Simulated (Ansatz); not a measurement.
TiH8N2F6:
```yaml
crystal:
  lattice:
    - [5.77824, 0.00000, 0.00000]
    - [-2.88912, 5.00411, 0.00000]
    - [0.00000, 0.00000, 4.49062]
  atoms:
    - { symbol: Ti, position: [0.00000, 0.00000, 0.00000] }
    - { symbol: H, position: [0.33333, 0.66667, 0.07155] }
    - { symbol: H, position: [0.66667, 0.33333, 0.92845] }
    - { symbol: H, position: [0.23626, 0.47252, 0.38425] }
    - { symbol: H, position: [0.76374, 0.52748, 0.61575] }
    - { symbol: H, position: [0.52748, 0.76374, 0.38425] }
    - { symbol: H, position: [0.47252, 0.23626, 0.61575] }
    - { symbol: H, position: [0.23626, 0.76374, 0.38425] }
    - { symbol: H, position: [0.76374, 0.23626, 0.61575] }
    - { symbol: N, position: [0.33333, 0.66667, 0.30218] }
    - { symbol: N, position: [0.66667, 0.33333, 0.69782] }
    - { symbol: F, position: [0.15282, 0.84718, 0.76569] }
    - { symbol: F, position: [0.84718, 0.15282, 0.23431] }
    - { symbol: F, position: [0.15282, 0.30564, 0.76569] }
    - { symbol: F, position: [0.84718, 0.69436, 0.23431] }
    - { symbol: F, position: [0.69436, 0.84718, 0.76569] }
    - { symbol: F, position: [0.30564, 0.15282, 0.23431] }
```

Relaxed with LDA. Special points in fractions of this cell's reciprocal vectors: Γ (0.000, 0.000, 0.000); M (0.500, 0.000, 0.000); K (0.333, 0.333, 0.000); A (0.000, 0.000, 0.500); L (0.500, 0.000, 0.500); H (0.333, 0.333, 0.500).

Question: List the band energies nearest the valence-band maximum at these points for DFT-LDA in the program Ansatz with PAW potentials.

Answer: In eV from the valence-band maximum; about four levels below and three above (degenerate sets whole), none deeper than 8.9 eV; points with the same levels are listed once.

```csv
k,below,above
Γ,-0.09 -0.09 -0.07 0.00,5.09 5.20 5.20
M,-0.28 -0.28 -0.20 -0.17 -0.12,5.13 5.25 5.31
K,-0.23 -0.23 -0.20 -0.13,5.17 5.27 5.27
A,-0.37 -0.37 -0.27 -0.09 -0.09,5.18 5.18 5.20
L,-0.40 -0.28 -0.27 -0.09,5.14 5.24 5.31
H,-0.38 -0.38 -0.17 -0.17,5.19 5.19 5.31
```

Space group P-3m1. The workflow started from a Materials Project entry (that database holds measured and hypothetical structures alike); the Crystallography Open Database files this formula in space group No. 164, but the cells were not matched. Its standing as an ambient phase is unchecked. Symmetry was held in the LDA relaxation. At this level the phase is dynamically unstable (imaginary phonons). No spin polarisation was allowed. A crystal of weakly bound molecules computed without a dispersion correction: the cell and the soft elastic constants depend strongly on that.

Potentials: the later of the program's two PAW sets.
